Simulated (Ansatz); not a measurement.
Here is the system:

C:
```cif
data_C12
_chemical_formula_sum 'C12'
_space_group_name_H-M_alt 'P 1'
_space_group_IT_number 1
_cell_length_a 6.84432
_cell_length_b 6.84432
_cell_length_c 3.56966
_cell_angle_alpha 90.000
_cell_angle_beta 90.000
_cell_angle_gamma 120.000
loop_
_space_group_symop_operation_xyz
  'x, y, z'
loop_
_atom_site_label
_atom_site_type_symbol
_atom_site_fract_x
_atom_site_fract_y
_atom_site_fract_z
_atom_site_occupancy
C1 C 0.20719 0.00000 0.00000 1
C2 C 0.41139 0.00000 0.00000 1
C3 C 0.20719 0.20719 0.00000 1
C4 C 0.41139 0.41139 0.00000 1
C5 C 0.00000 0.20719 0.00000 1
C6 C 0.00000 0.41139 0.00000 1
C7 C 0.79281 0.00000 0.00000 1
C8 C 0.58861 0.00000 0.00000 1
C9 C 0.79281 0.79281 0.00000 1
C10 C 0.58861 0.58861 0.00000 1
C11 C 0.00000 0.79281 0.00000 1
C12 C 0.00000 0.58861 0.00000 1
```

This is the r²SCAN+D4-relaxed structure.

**Question.** All from DFT-r²SCAN+D4 in the program Ansatz with PAW potentials, unless another level is named. Estimate the electronic character.

**Answer.** metallic (no gap).

**Question.** What about the density of states at the Fermi level?

**Answer.** 0.06 states/eV per atom (mean over ±0.08 eV).

Space group P6/mmm. The start of the workflow was typed in or built on a structure type; the Crystallography Open Database copy checked does not list it. It is not the phase usual at ambient conditions (space group No. 194, 227). Symmetry was held in the r²SCAN+D4 relaxation. At this level the phase is mechanically unstable.

Potentials: the earlier of the program's two PAW sets.
